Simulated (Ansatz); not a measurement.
Trial structures of AlPd4: starts and ends

All numbers below come from DFT PBE, scalar-relativistic, plane waves, PAW (Ansatz 0.2.0). All cells share a 420 eV cutoff and Γ-centred k meshes spaced at most about 0.3 Å⁻¹ (about 0.25 or finer for metals, 2π included). No spin polarisation in the final relaxations.

Each guess was relaxed in cell and atoms at zero pressure, within the symmetry of its start. These are static total energies at zero pressure. Coordination counts all near atoms (those within 1.25 times the shortest distance at each site; a plus sign parts nearer from farther groups; a slash parts the counts of unlike sites).

```tsv
guess	made from	start group	V start (Å³/atom)	end group	V end (Å³/atom)	coordination at the end	gap on mesh (eV)	E over the lowest end (meV/atom)
1	random cell	P-43m	10.7	P-43m	18.0	Al 4, Pd 1+3	0	513
2	Co4H type	P-3m1	13.4	P-3m1	15.2	Al 6+6, Pd 12/3+9	0	0
3	MnGa4 type	Im-3m	14.7	Im-3m	18.0	Al 8, Pd 2+6	0	332
4	random cell	I4/mmm	15.7	?	?	?	?	?
```

Guess 4 as it starts:

```
CELL_PARAMETERS angstrom
-2.48072 2.48072 3.18117
2.48072 -2.48072 3.18117
2.48072 2.48072 -3.18117
ATOMIC_POSITIONS crystal
Al 0.00000 0.00000 0.00000
Pd 0.72789 0.72789 0.45578
Pd 0.27211 0.27211 0.54422
Pd 0.72789 0.27211 0.00000
Pd 0.27211 0.72789 0.00000
```

**Question.** Fill in the missing row: what does this guess relax into, and where does it rank?

**Answer.** It ends in space group I4/mmm (No. 139), with a = 5.985 Å, c = 5.132 Å, 18.4 Å³/atom and no gap. It lies 0.44 eV/atom over the lowest end, above guess 3 and below guess 1. Counting all near atoms, this end has Al 4, Pd 5 and the lowest (guess 2) has Al 6+6, Pd 12/3+9.

Space group I4/mmm (No. 139). a = 5.985 Å, b = 5.985 Å, c = 5.132 Å, α = 90.00°, β = 90.00°, γ = 90.00°
```json
{"atom": "Al", "site": "2a", "symmetry": "4/mmm", "x": "0.0000", "y": "0.0000", "z": "0.0000"}
{"atom": "Pd", "site": "8h", "symmetry": "m.2m", "x": "0.2176", "y": "0.2176", "z": "0.5000"}
```

The zero of energy is the elements' standard structures at the same level; no fitted shifts are applied.

**Question.** Is the lowest end bound against the elements?

**Answer.** Yes: its formation energy is −0.36 eV/atom. It lies below the elements, which doesn't yet make it stable against other compounds or structures.

Cells relaxed within their symmetry can be saddle points. A lower structure may well exist outside this small set. Some types were kept out of the candidates beforehand, so the set may lack a known form.
